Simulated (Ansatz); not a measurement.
SrTiO3 (cubic perovskite), relaxed and computed with several functionals in Ansatz (plane waves, PAW).

```
functional  a (Å)  gap (eV)  B₀ by P(V) fit (GPa)
----------  -----  --------  --------------------
r²SCAN      3.907      2.26                   189
PBEsol          …         …                     …
PBE         3.936      1.84                   170
HSE06       3.894      3.36                   193
```

### Question
Fill in the missing entries.

### Answer

- PBEsol, a (Å): 3.891
- PBEsol, gap (eV): 1.85
- PBEsol, B₀ by P(V) fit (GPa): 186

All cells were relaxed under the symmetry of their starts (and spin orders); stability against distortions was not tested throughout. Rows with no word on spin ran without spin polarisation. Spin–orbit coupling is left out wherever it is not named.

Potentials: the later of the program's two PAW sets.

Ansatz (a quantum-chemistry and plane-wave program) is a plane-wave DFT program.
